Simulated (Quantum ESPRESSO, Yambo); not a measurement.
NaOH (space group P2_1, No. 4): one geometry, one set of norm-conserving PBEsol (Quantum ESPRESSO, 88 Ry, no spin-orbit coupling) orbitals, self-energies from Yambo (4×4×4 Γ-centred k mesh, bands 3 to 112 and a 8 Ry block in the screening, 112 bands in G with the Bruneval-Gonze terminator, plasmon pole fitted at 27.2 eV).

| level | gap (0, 0, -0.5) → Γ (eV) | direct gap at Γ (eV) |
|---|---|---|
| PBEsol (Quantum ESPRESSO) | 3.56 | 3.73 |
| exchange only (Hartree-Fock self-energy on PBEsol orbitals) | [?] | [?] |
| static COHSEX@PBEsol | [?] | [?] |
| G0W0@PBEsol, plasmon pole | 6.36 | 6.58 |

Q: What belongs in the gaps?

A: 
- exchange only (Hartree-Fock self-energy on PBEsol orbitals), gap (0, 0, -0.5) → Γ (eV): 13.74
- exchange only (Hartree-Fock self-energy on PBEsol orbitals), direct gap at Γ (eV): 13.96
- static COHSEX@PBEsol, gap (0, 0, -0.5) → Γ (eV): 7.80
- static COHSEX@PBEsol, direct gap at Γ (eV): 8.02

Bare exchange has no screening and gives the widest gap; static COHSEX screens it but leaves out the frequency dependence, which G0W0 restores.

Nearest settings tried, and what they do to the gap: 73 bands in G: +3 meV; 54 bands in W: +65 meV; 7 Ry block (123 vectors against 155): -41 meV. Not varied: mesh. So the settings aren't converged at that level.

Geometry of the Materials Project entry, not relaxed at this level; primitive cell a = 3.4259 Å, b = 3.3464 Å, c = 5.2952 Å, α = γ = 90.00°, β = 107.30°.

The structure is a Materials Project entry; no match was found in the copy of COD used, and its stability was not checked.
